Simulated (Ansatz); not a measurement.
Nb (hcp (Mg type), P6_3/mmc) at seven volumes, plane-wave PAW LDA (Ansatz code), shape and atoms relaxed at each. One row is withheld.

```tsv
V (Å³/atom)	P (GPa)
16.046	20.42
16.575	12.60
17.104	5.84
17.633	0.00
18.162	-5.04
18.691	-9.41
19.220	?
```

Fit the shown pressures and predict the withheld one.

Third-order Birch–Murnaghan: P = (3/2)B₀(x^(7/2) − x^(5/2))[1 + (3/4)(B′ − 4)(x − 1)] with x = (V₀/V)^(2/3). Least squares on the six rows gives V₀ = 17.634 Å³/atom, B₀ = 180.7 GPa, B′ = 3.83. At V = 19.220, x = 0.9442 and P = -13.19 GPa. The run itself gave -13.19 GPa.

The first step of the workflow began from a Materials Project structure, measured or hypothetical; the Crystallography Open Database copy checked does not list it. It is not the phase usual at ambient conditions (space group No. 229). Symmetry was held in the LDA relaxation. At this level the phase is dynamically unstable (imaginary phonons). No spin polarisation was allowed.

Potentials: the earlier of the program's two PAW sets. The files were generated under PBE; for other functionals the program regenerates the frozen cores, and for LDA and PBEsol the local potential too.
